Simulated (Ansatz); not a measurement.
How fast does Li move in TiB$_{2}$?

Computed with DFT PBE, scalar-relativistic, plane waves, PAW in Ansatz. (420 eV cutoff, 4×4×4 k-mesh, Gaussian smearing of 0.10 eV, no spin polarisation)

Host crystal, relaxed:

```xyz
3
Lattice="3.0319 0.0000 0.0000 -1.5159 2.6257 0.0000 0.0000 0.0000 3.2244" Properties=species:S:1:pos:R:3 pbc="T T T"
Ti    0.0000    0.0000    0.0000
B     0.0000    1.7505    1.6122
B     1.5159    0.8752    1.6122
```

In a supercell of 24 host sites, interstitial Li hops to an equivalent place, moving 1.75 Å. Climbing-image nudged elastic band at fixed cell; the order of the saddle wasn't checked, and the small cell leaves errors of about a tenth of an eV.

| image | path (Å) | E − E(0) (eV) |
| --- | --- | --- |
| 0 | 0.00 | 0.000 |
| 1 | 0.48 | 0.089 |
| 2 | 0.96 | 0.190 |
| 3 | 1.45 | 0.087 |
| 4 | 1.93 | 0.000 |

Task: What are the barriers forward and back, and what attempt frequency does the shape suggest?

Result: Forward 0.19 eV, back 0.19 eV, the ends being level. For a sinusoidal profile E_b sin²(πx/l), with the Li atom alone moving, ν = (1/l)√(E_b/2m) = 6.6×10¹² s⁻¹, within an order of magnitude of the customary 10¹³ s⁻¹; a true prefactor needs the vibrations at the minimum and at the saddle.

Task: With ν = 10¹³ s⁻¹, give the forward jump rate along this one path, the wait 1/k for that jump, the diffusivity D ≈ l²k and the distance √(Dt) covered in an hour at 300, 600 and 1000 K, taking the host as solid throughout.

Result: k = ν exp(−E_b/k_BT):
```csv
T (K),k (1/s),wait (s),D (cm²/s),√(Dt) in 1 h (nm)
300,6.4×10⁹,1.6×10⁻¹⁰,1.9×10⁻⁶,8.4×10⁵
600,2.5×10¹¹,4.0×10⁻¹²,7.7×10⁻⁵,5.3×10⁶
1000,1.1×10¹²,9.1×10⁻¹³,3.4×10⁻⁴,1.1×10⁷
```

D = l²k holds for six equivalent jumps in three dimensions (z l²k/6) and is a scale otherwise. Long-range transport needs a connected net of such jumps, and traps slow it. D is that of an interstitial already there. An error of 0.1 eV in the barrier changes k by a factor of 48 at 300 K and 3.2 at 1000 K.

Cost: 1 run of about 19 core-minutes, on Arm Neoverse V1 (shared hosts).